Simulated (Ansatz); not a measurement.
Pt:
```
CELL_PARAMETERS angstrom
     -2.51843     2.51843     1.35189
      2.51843    -2.51843     1.35189
      2.51843     2.51843    -1.35189
ATOMIC_POSITIONS crystal
  Pt 0.75000 0.25000 0.50000
  Pt 0.00000 0.00000 0.00000
```

Relaxed with PBE. Special points in fractions of this cell's reciprocal vectors: Γ (0.000, 0.000, 0.000); X (0.000, 0.000, 0.500); M (-0.500, 0.500, 0.500); Z (0.322, 0.322, -0.322); Z0 (-0.322, 0.678, 0.322); P (0.250, 0.250, 0.250); N (0.000, 0.500, 0.000).

Question: List the band energies nearest the Fermi level at these points for PBE with spin–orbit coupling in the plane-wave PAW code Ansatz.

Answer: In eV from the Fermi level; about four levels below and three above (degenerate sets whole), none deeper than 8.9 eV; points with the same levels are listed once.

```
k                    below                    above
-  -----------------------  -----------------------
Γ  -1.25 -1.25 -1.16 -1.16      0.34 0.34 1.35 1.35
X  -0.17 -0.17 -0.17 -0.17  11.42 11.42 11.42 11.42
M  -0.72 -0.72 -0.72 -0.72      4.45 4.45 4.45 4.45
Z  -0.90 -0.90 -0.52 -0.52      3.90 3.90 4.82 4.82
P  -0.23 -0.23 -0.09 -0.09      3.60 3.60 3.68 3.68
N  -0.37 -0.37 -0.12 -0.12      2.11 2.11 4.43 4.43
```

Space group I4_1/amd (β-Sn type). A made-up cell: these elements were put on the sites of a structure type; neither database checked (COD, Materials Project) lists it. It is not the phase usual at ambient conditions (space group No. 225). The PBE relaxation kept the symmetry of its start; of distortions, only those at the zone centre were tested. No spin polarisation was allowed.

Potentials: the later of the program's two PAW sets.
